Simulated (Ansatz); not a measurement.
A relaxed cell of ZrO2 (Pca2₁ (No. 29)), relaxed on a k-mesh at least as fine as the one used below. Calculation: r2SCAN (plane waves to 500 eV, PAW, scalar-relativistic; Ansatz, a quantum-chemistry and plane-wave program). Γ-centred k-mesh 4×4×4 on the run's cell (coarser than for final values), Fermi–Dirac smearing 0.05 eV.

```
CELL_PARAMETERS angstrom
      5.28676     0.00000     0.00000
      0.00000     5.07286     0.00000
      0.00000     0.00000     5.09831
ATOMIC_POSITIONS crystal
  Zr 0.03056 0.26645 0.24882
  Zr 0.96944 0.73355 0.74882
  Zr 0.53056 0.73355 0.24882
  Zr 0.46944 0.26645 0.74882
  O  0.36583 0.06771 0.10712
  O  0.63417 0.93229 0.60712
  O  0.86583 0.93229 0.10712
  O  0.13417 0.06771 0.60712
  O  0.22939 0.53633 0.00006
  O  0.77061 0.46367 0.50006
  O  0.72939 0.46367 0.00006
  O  0.27061 0.53633 0.50006
```

The atoms are displaced by (Å):

```
atom      ux      uy      uz
----  ------  ------  ------
Zr1   -0.094  -0.030   0.075
Zr2    0.030  -0.048   0.174
Zr3    0.031   0.007  -0.121
Zr4   -0.094   0.008   0.033
O5     0.023  -0.007  -0.005
O6    -0.170  -0.161   0.122
O7     0.082   0.073   0.024
O8    -0.028  -0.034   0.107
O9    -0.012   0.106  -0.064
O10   -0.059  -0.071  -0.051
O11   -0.080  -0.092   0.048
O12    0.070   0.136  -0.039
```

Question: What forces (eV/Å) and pressure result?

Answer: 
| atom | Fx | Fy | Fz |
|---|---|---|---|
| Zr1 | 1.85 | 1.57 | 1.13 |
| Zr2 | -2.01 | 1.45 | -4.62 |
| Zr3 | -0.99 | 0.21 | 3.05 |
| Zr4 | 1.02 | -1.17 | -2.06 |
| O5 | -0.57 | 0.80 | 0.47 |
| O6 | 1.28 | 1.39 | 0.12 |
| O7 | -1.33 | -2.13 | -0.06 |
| O8 | -0.80 | 1.02 | -0.59 |
| O9 | 1.13 | -2.22 | 2.17 |
| O10 | 0.63 | 0.20 | 1.21 |
| O11 | 1.41 | 0.70 | -0.72 |
| O12 | -1.61 | -1.83 | -0.09 |

Pressure +3.6 GPa.

Question: Estimate the energy cost of the displacement in the harmonic approximation and compare with the calculation.

Answer: For a harmonic well ΔE = −½ Σ F·u = 1.751 eV a cell, or 146 meV/atom. The calculated energy relative to the undisplaced cell is +0.143 eV/atom, so the harmonic estimate holds well.

No spin polarisation in the result.

The run that gave the undisplaced cell could not lose the symmetry of its start; a randomly shaken copy of 12 atoms returns to this structure.

The first start was generated by placing the elements on the sites of a structure type. A measured structure of ZrO2 has the same space group, Pca2₁ (No. 29); the sites were not compared with it. Another known form has space group No. 14.
